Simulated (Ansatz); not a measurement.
# Ti3C2: how the axes shrink under pressure

Ti3C2, P6_3/mmc, a = 3.042 Å, c = 14.985 Å. The structure is a Materials Project entry; whether it is the stable form wasn't checked. Ansatz: PBEsol, PAW, 420 eV, Γ-centred 12×12×4 mesh on 10 atoms, Gaussian smearing 0.10 eV; no spin polarisation. Cell and atoms are relaxed at each pressure, and no other structure is tried, so the rows at high pressure may lie past a change of phase. y = 100 ln(c/c0) with c0 = 14.9847 Å, so nearly a change in per cent. The pressures are the targets, met within 0.03 GPa.

| P (GPa) | y | 100 ln(a/a0) |
| --- | --- | --- |
| -2.0 | ? | ? |
| 0.0 | 0.00 | 0.00 |
| 2.0 | -0.54 | -0.39 |
| 5.0 | -1.29 | -0.92 |
| 10.0 | -2.39 | -1.77 |
| 20.0 | -4.30 | -3.28 |

**Question.** Fit y = c1 P + c2 P² to the other rows, give the linear compressibility along c, and predict the missing y.

**Answer.** Least squares on the rows shown. y = −0.2672 P + 0.002621 P². The linear compressibility along c is −c1/100 = 2.67 per TPa, against 1.91 along a from the same fit to the last column (its missing entry is 0.40): the crystal is softer along c at low pressure. With a term in P³ added, the coefficient of P becomes -0.2808, 5 % more, which shows how far this figure hangs on the form. At P = -2.0 the fit asked for gives 0.54. The run gave 0.56, so the fit is 0.02 too low, within twice the rms miss on the fitted rows (0.02).